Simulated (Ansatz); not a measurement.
A short bond in HgPt

```yaml
crystal:
  lattice:
    - [2.97100, 0.00000, 0.00000]
    - [0.00000, 2.97100, 0.00000]
    - [0.00000, 0.00000, 3.82500]
  atoms:
    - { symbol: Hg, position: [0.00000, 0.00000, 0.00000] }
    - { symbol: Pt, position: [0.50000, 0.50000, 0.50000] }
```

The cell is entry 1523215 of the Crystallography Open Database, unrelaxed.

Its shortest bond, of 2.841 Å between atom 1 (Hg) and the nearest image of atom 2 (Pt), is scaled by moving both atoms along it, with the cell held. The force apart is half the difference of the two atoms' forces along the bond; it holds the pull and push of their other neighbours too.

Computed with Ansatz 0.2.0; functional LDA, scalar-relativistic. Settings: a Γ-centred 10×10×8 k mesh, Fermi–Dirac smearing of 0.05 eV, no spin polarisation. Methods: LAPW: all electrons, basis error target 1 meV/atom; PAW: frozen-core files, cutoff 420 eV.

Energies are extrapolated to zero smearing and count from the unscaled cell; pressure is positive in compression; gaps take the mesh and a band path. No temperature or zero-point motion is included.

Spin–orbit coupling is left out, which matters for the heavy atoms. The PAW files were made under PBE.

| bond (Å) | force apart (eV/Å) | P LAPW (GPa) | ΔE LAPW (eV/atom) | P PAW − LAPW (GPa) | ΔE PAW − LAPW (meV/atom) | force PAW − LAPW (eV/Å) |
| --- | --- | --- | --- | --- | --- | --- |
| 2.841 | 0.00 | -1.60 | 0.000 | -0.02 | 0.0 | 0.000 |
| 2.330 | 6.27 | 22.5 | ? | -0.05 | -1.0 | -0.011 |
| 2.159 | 12.84 | ? | 1.372 | -0.10 | -2.5 | -0.025 |

Q: Give the missing entry: row "2.330", column "ΔE LAPW (eV/atom)".

A: 0.589.

Q: Give the missing entry: row "2.159", column "P LAPW (GPa)".

A: 47.5.

Q: How do the Löwdin populations by LAPW change from the unscaled cell to the last row, on the two atoms of the bond?

A: Pt2 5d 9.29 → 9.33 electrons an atom. These are projections on the shells that the free atoms fill; 0.46 e a cell lies outside them at the start and 0.44 e at the end.
